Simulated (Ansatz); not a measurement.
BeS:
```cif
data_BeS
_chemical_formula_sum 'Be1 S1'
_space_group_name_H-M_alt 'P 1'
_space_group_IT_number 1
_cell_length_a 3.42064
_cell_length_b 3.42064
_cell_length_c 3.42064
_cell_angle_alpha 60.000
_cell_angle_beta 60.000
_cell_angle_gamma 60.000
loop_
_space_group_symop_operation_xyz
  'x, y, z'
loop_
_atom_site_label
_atom_site_type_symbol
_atom_site_fract_x
_atom_site_fract_y
_atom_site_fract_z
_atom_site_occupancy
Be1 Be 0.00000 0.00000 0.00000 1
S1 S 0.25000 0.25000 0.25000 1
```

Relaxed with PBEsol. PBEsol in the plane-wave PAW code Ansatz gives a gap of 2.91 eV.

Problem. What gap does HSE06 give on the same cell (Ansatz, PAW)?

Solution. 4.04 eV, 1.13 eV more. The hybrid was solved on a coarser mesh and at special points; the gap given is the minimum over both.

```json
[
 {"k": "Γ", "v1 PBEsol": "0.00", "c1 PBEsol": "5.58", "v1 HSE06": "?", "c1 HSE06": "?"},
 {"k": "X", "v1 PBEsol": "-2.70", "c1 PBEsol": "2.91", "v1 HSE06": "-2.91", "c1 HSE06": "4.04"},
 {"k": "L", "v1 PBEsol": "-1.05", "c1 PBEsol": "5.38", "v1 HSE06": "?", "c1 HSE06": "?"},
 {"k": "W", "v1 PBEsol": "-3.44", "c1 PBEsol": "6.32", "v1 HSE06": "?", "c1 HSE06": "?"},
 {"k": "K", "v1 PBEsol": "-2.24", "c1 PBEsol": "4.19", "v1 HSE06": "?", "c1 HSE06": "?"}
]
```

Problem. Top valence (v1) and lowest conduction level (c1) in eV from each method's valence maximum (which need not be a listed point): supply the withheld HSE06 values.

Solution. 
- Γ, v1 HSE06: 0.00
- Γ, c1 HSE06: 6.87
- L, v1 HSE06: -1.13
- L, c1 HSE06: 6.64
- K, v1 HSE06: -2.41
- K, c1 HSE06: 5.37
- W, v1 HSE06: -3.64
- W, c1 HSE06: 7.57

Cost on shared cores: the PBEsol run (SCF on a 10×10×10 mesh, then bands and DOS) very roughly 4 core-seconds, the HSE06 run (SCF on 7×7×7, then a few points) around 28 core-seconds (rough); the tasks are unlike.

Space group F-43m (zinc blende). The PBEsol relaxation kept the symmetry of its start.

Potentials: the earlier of the program's two PAW sets. The files were generated under PBE; for other functionals the program regenerates the frozen cores, and for LDA and PBEsol the local potential too.
